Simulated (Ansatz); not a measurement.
CrCuO2 (delafossite type, space group R-3m)

```xyz
4
Lattice="1.4819 0.8556 5.6401 -1.4819 0.8556 5.6401 0.0000 -1.7111 5.6401" Properties=species:S:1:pos:R:3 pbc="T T T"
Cu     0.0000     0.0000     0.0000
Cr     0.0000     0.0000     8.4602
O      0.0000     0.0000     1.8295
O      0.0000     0.0000    15.0910
```

Two coordinates are scanned: the volume, and the ratio of the stretch along z (the conventional c axis) to the stretch across it. Atoms keep their fractional coordinates.

All values below come from PBEsol (plane waves to 420 eV, PAW, scalar-relativistic; Ansatz, a program for electronic structure). k mesh 13×13×13 (Γ-centred), Fermi-Dirac smearing 0.05 eV. Stress and pressure are positive under compression. As the atoms are clamped, bonds stretch with the cell, which overstates energies and stresses. CrCuO2 is run spin-polarised and with no Hubbard U. CrCuO2 was relaxed with its symmetry unable to fall. Relaxed CrCuO2 ends ferromagnetic. Other magnetic orders were not checked, so this need not be the ground state.

At one point of the scan the stress tensor (GPa) is:

```
   17.7      0.0      0.0
    0.0     17.7      0.0
    0.0      0.0     18.6
```

Which point is it?
(A) V/V₀ = 0.920, (c/a)/(c/a)₀ = 1.040
(B) V/V₀ = 0.920, (c/a)/(c/a)₀ = 1.000
(C) V/V₀ = 0.960, (c/a)/(c/a)₀ = 1.020
(D) V/V₀ = 0.920, (c/a)/(c/a)₀ = 1.020

D, V/V₀ = 0.920, (c/a)/(c/a)₀ = 1.020

(Under strain, the slope of the energy per volume gives the stress and its curvature an elastic modulus.)
